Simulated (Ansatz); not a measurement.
Rb$_{2}$LiInCl$_{6}$:
```
Rb2LiInCl6
1.0
    0.00000     5.04578     5.04578
    5.04578     0.00000     5.04578
    5.04578     5.04578     0.00000
Rb Li In Cl
2 1 1 6
Direct
  0.75000   0.75000   0.75000
  0.25000   0.25000   0.25000
  0.50000   0.50000   0.50000
  0.00000   0.00000   0.00000
  0.75126   0.24874   0.24874
  0.24874   0.75126   0.75126
  0.24874   0.75126   0.24874
  0.75126   0.24874   0.75126
  0.24874   0.24874   0.75126
  0.75126   0.75126   0.24874
```

Cartesian axes are those of the cell as given.

Question: Give the high-frequency dielectric tensor and the Born effective charge tensors of the independent atoms from DFPT, PBEsol in the plane-wave PAW code Ansatz.

Answer: 
ε∞:
```
3.08  0.00  0.00
0.00  3.08  0.00
0.00  0.00  3.08
```
Z* of atom 1 (Rb), rows: field, columns: displacement, in e:
```
1.29  0.00  0.00
0.00  1.29  0.00
0.00  0.00  1.29
```
Z* of atom 3 (Li), rows: field, columns: displacement, in e:
```
1.47  0.00  0.00
0.00  1.47  0.00
0.00  0.00  1.47
```
Z* of atom 4 (In), rows: field, columns: displacement, in e:
```
3.12  0.00  0.00
0.00  3.12  0.00
0.00  0.00  3.12
```
Z* of atom 5 (Cl), rows: field, columns: displacement, in e:
```
-1.92   0.00   0.00
 0.00  -0.83   0.00
 0.00   0.00  -0.83
```

Static charges for comparison (Bader): Rb1 +0.87, Li3 +0.90, In4 +1.60, Cl5 -0.71 e. Born charges measure polarisation by displacement and can exceed these by far.

Space group Fm-3m. The first step of the workflow began from a Materials Project structure, measured or hypothetical; the Crystallography Open Database copy checked does not list it. Whether it is the stable phase at ambient conditions was not checked. The cell was relaxed with PBEsol under the symmetry of its start; whether a distortion lowers the energy is not shown. Scalar-relativistic: spin–orbit coupling is off unless named, which matters more the heavier the elements.

Potentials: the later of the program's two PAW sets.
